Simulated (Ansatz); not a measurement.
Consider the following.

BiTe:
```yaml
crystal:
  lattice:
    - [2.39874, 1.38491, 3.19901]
    - [-2.39874, 1.38491, 3.19901]
    - [0.00000, -2.76983, 3.19901]
  atoms:
    - { symbol: Bi, position: [0.50000, 0.50000, 0.50000] }
    - { symbol: Te, position: [0.00000, 0.00000, 0.00000] }
```

This is the PBEsol-relaxed structure. Cartesian axes are those of the cell as given.

All from PBEsol in the plane-wave PAW code Ansatz, unless another level is named. Give the bulk modulus (Birch–Murnaghan fit).

46.0 GPa.

And the elastic constants (relaxed ions, GPa)?

C11 = 93.2, C12 = 50.8, C13 = 42.2, C14 = -23.2, C33 = 45.3, C44 = 30.9.

What about the highest zone-centre frequency?

95 cm⁻¹.

Space group R-3m. The workflow started from a Materials Project entry (that database holds measured and hypothetical structures alike); the Crystallography Open Database copy checked does not list it. COD files the formula under space group No. 164, 225. Whether it is the stable phase at ambient conditions was not checked. Symmetry was held in the PBEsol relaxation; whether a distortion lowers the energy is not shown. With an odd number of electrons in the cell and no spin polarisation, the count alone makes it a metal. As this level gives no gap, shear constants depend on the k-mesh and smearing (Fermi–Dirac, 0.1 eV here). As this level gives no gap, phonon frequencies hold no LO–TO term and depend on the k-mesh and smearing (Fermi–Dirac, 0.1 eV here). Spin–orbit coupling is left out wherever it is not named.

Potentials: the later of the program's two PAW sets.
